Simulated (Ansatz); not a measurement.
Sb (A7 type, space group R-3m)

```
CELL_PARAMETERS angstrom
      2.16078     1.24753     3.67966
     -2.16078     1.24753     3.67966
      0.00000    -2.49506     3.67966
ATOMIC_POSITIONS crystal
  Sb 0.23639 0.23639 0.23639
  Sb 0.76361 0.76361 0.76361
```

This relaxed cell (volume V₀) is scaled evenly in all directions, its shape held. The atoms relax within the cell's symmetry.

Method: PBE-D3(BJ) (plane waves to 420 eV, PAW, scalar-relativistic; Ansatz, a first-principles code). k mesh 13×13×13 (Γ-centred), Fermi-Dirac smearing 0.05 eV. The energy includes the smearing's −TS. Stress and pressure are positive under compression. Sb was relaxed with its symmetry unable to fall. Spin-orbit coupling is left out, though Sb is heavy. The PAW data are Ansatz's earlier set. The zero of ΔE is the relaxed starting cell.

```json
[
 {"V (Å³/atom)": "27.972", "P (GPa)": "3.2", "ΔE (eV/atom)": "?"},
 {"V (Å³/atom)": "28.418", "P (GPa)": "2.3", "ΔE (eV/atom)": "0.009"},
 {"V (Å³/atom)": "28.864", "P (GPa)": "1.5", "ΔE (eV/atom)": "0.004"},
 {"V (Å³/atom)": "29.311", "P (GPa)": "0.7", "ΔE (eV/atom)": "0.001"},
 {"V (Å³/atom)": "29.757", "P (GPa)": "0.0", "ΔE (eV/atom)": "0.000"},
 {"V (Å³/atom)": "30.203", "P (GPa)": "-0.7", "ΔE (eV/atom)": "0.001"},
 {"V (Å³/atom)": "30.650", "P (GPa)": "-1.3", "ΔE (eV/atom)": "0.004"},
 {"V (Å³/atom)": "31.096", "P (GPa)": "-1.9", "ΔE (eV/atom)": "0.008"},
 {"V (Å³/atom)": "31.543", "P (GPa)": "-2.4", "ΔE (eV/atom)": "0.014"}
]
```

Question: Some entries are withheld; supply them.

Answer: 
- 27.972, ΔE (eV/atom): 0.017

(Under strain, the slope of the energy per volume gives the stress and its curvature an elastic modulus.)
